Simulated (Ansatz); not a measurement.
Wurtzite alloy of ZnO and CdO (9 of 48 Zn sites exchanged), 96 atoms

Ansatz, PAW, plane waves. PBEsol relaxation of cell lengths and atoms (angles held) at the single k point (¼, ¼, ¼) without its symmetry partners; single points on the relaxed atoms at the single k point (¼, ¼, ¼) without its symmetry partners, onto which points of the small cell's zone fold. Arrangement: random. No spin–orbit coupling unless named.

Relaxed structure:

```xyz
96
Lattice="9.8885 0.0000 0.0000 0.0000 11.4316 0.0000 0.0000 0.0000 10.6004" Properties=species:S:1:pos:R:3 pbc="T T T"
Zn    1.6061    0.8976    2.6491
Zn    9.8850    3.8609    2.6306
Zn    9.8882    3.8930    7.9331
Zn    4.9516    0.9842    7.9613
Zn    3.3098    3.8423    7.9331
Zn    1.5971    6.6864    2.5901
Zn    1.6657    6.6595    7.9786
Zn    0.0581    9.4782    2.6512
Zn    0.0611    9.3741    7.9434
Zn    8.2880    1.0799    2.6514
Zn    6.6462    3.8852    2.6351
Zn    6.5854    3.8732    7.9422
Zn    4.9417    6.6152    2.6336
Zn    4.9204    6.6377    7.9518
Zn    3.2591    9.4974    2.5868
Zn    3.3005    9.4912    7.9843
Zn    8.2970    6.6111    2.6843
Zn    8.2708    6.6293    7.8950
Zn    6.5438    9.4697    7.8848
Zn    0.0310    1.9997    5.1946
Zn    0.0499    1.9842    0.0821
Zn    3.2838    1.8985    5.3462
Zn    3.2656    1.8959   10.5582
Zn    1.6203    4.7477    5.3484
Zn    1.6487    4.7614   10.5181
Zn    0.0102    7.5438    5.2882
Zn    0.0504    7.5501   10.5933
Zn    6.5738    1.9970    5.3055
Zn    6.5681    2.0039   10.5940
Zn    4.9676    4.7165    5.3352
Zn    4.9165    4.7145   10.5496
Zn    3.2661    7.6166    0.0071
Zn    1.6758   10.4883    5.2477
Zn    1.6689   10.4424    0.0333
Zn    8.2436    4.7522    5.2799
Zn    8.2791    4.7172   10.5791
Zn    6.5951    7.5106    5.3489
Zn    4.8975   10.5246    5.4014
Zn    4.8745   10.5239   10.4847
Cd    1.6294    0.8992    7.9332
Cd    4.9643    0.9461    2.6479
Cd    3.2457    3.8569    2.6599
Cd    8.2377    0.9877    7.9306
Cd    6.5684    9.4876    2.7093
Cd    3.2880    7.6419    5.2424
Cd    6.5993    7.5372   10.5279
Cd    8.2966   10.4865    5.2615
Cd    8.2884   10.4900    0.0055
O     0.0503    1.9699    2.0640
O     0.0245    2.1064    7.1474
O     3.1450    1.8369    1.9132
O     3.3963    1.9822    7.3119
O     1.4995    4.8682    1.8802
O     1.6674    4.7908    7.3303
O     9.8506    7.6316    1.9762
O     0.0287    7.5237    7.2659
O     6.7144    2.0302    1.9674
O     6.4635    2.0275    7.2723
O     5.0579    4.7882    1.9161
O     4.9440    4.7808    7.3125
O     3.2907    7.5815    2.0276
O     3.3017    7.6104    7.4226
O     1.6341   10.4552    2.0105
O     1.6592   10.2804    7.2168
O     8.2735    4.7723    1.9649
O     8.2284    4.7559    7.2651
O     6.6307    7.4327    2.0930
O     6.5864    7.5501    7.3568
O     4.8189   10.3802    1.8341
O     4.9092   10.5023    7.3837
O     8.3801   10.5906    2.2180
O     8.2816   10.2956    7.4589
O     1.6477    0.9633    4.6637
O     1.6082    0.9112   10.1072
O     0.0030    3.8767    4.6096
O     0.0253    3.8038    9.9133
O     4.9546    0.9761    4.8250
O     4.9502    1.0119    9.9641
O     3.2846    3.8046    4.8366
O     3.2743    3.7768    9.9382
O     1.5404    6.5467    4.5592
O     1.6742    6.6476    9.9536
O     0.1705    9.3889    4.6168
O     0.1548    9.4016    9.9188
O     8.2267    1.1406    4.6442
O     8.2621    1.1635   10.0962
O     6.6006    3.8479    4.6230
O     6.5991    3.8703    9.9245
O     5.0511    6.5394    4.6093
O     4.7671    6.5624    9.9135
O     3.3309    9.7033    4.5519
O     3.2670    9.5003    9.9600
O     8.2460    6.6502    4.6751
O     8.4144    6.5528    9.8629
O     6.4333    9.4174    4.8909
O     6.4649    9.5940    9.8548
```

Task: What are the mean bond lengths by pair (pairs within 1.2 times the sum of covalent radii, less contacts 15 % beyond the pair's median; cation–cation pairs of compounds aside; long ionic contacts are cut short by that bound)?

Result: Cd–O 2.171 ± 0.013 Å (standard deviation, 36 bonds); O–Zn 1.977 ± 0.014 Å (standard deviation, 156 bonds).

Task: What gap lies between the top filled and the lowest empty level in the single points?

Result: HSE06 3.04 eV (88 s on NVIDIA H100). Away from Γ this isn't the crystal's band gap.
